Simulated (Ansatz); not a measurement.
Data:

SiN$_{2}$:
```xyz
12
Lattice="4.4398 0.0000 0.0000 0.0000 4.4398 0.0000 0.0000 0.0000 4.4398" Properties=species:S:1:pos:R:3 pbc="T T T"
Si     0.0000     2.2199     2.2199
Si     2.2199     0.0000     2.2199
Si     0.0000     0.0000     0.0000
Si     2.2199     2.2199     0.0000
N      2.6446     4.0151     0.4247
N      0.4247     2.6446     4.0151
N      2.6446     2.6446     2.6446
N      1.7952     1.7952     1.7952
N      4.0151     0.4247     2.6446
N      4.0151     1.7952     0.4247
N      0.4247     4.0151     1.7952
N      1.7952     0.4247     4.0151
```

This is the r²SCAN-relaxed structure.

Task: All from r²SCAN in the plane-wave PAW code Ansatz, unless another level is named. Predict the Hill bulk and shear moduli.

Result: 352 and 369 GPa.

Task: Give the elastic constants (relaxed ions, GPa).

Result: C11 = 773, C12 = 141, C44 = 409.

Space group Pa-3. The start of the workflow was typed in or built on a structure type; neither database checked (COD, Materials Project) lists it. Its standing as an ambient phase is unchecked. Symmetry was held in the r²SCAN relaxation; its stability against distortions is not shown here.

Potentials: the earlier of the program's two PAW sets. The files were generated under PBE; for other functionals the program regenerates the frozen cores, and for LDA and PBEsol the local potential too.
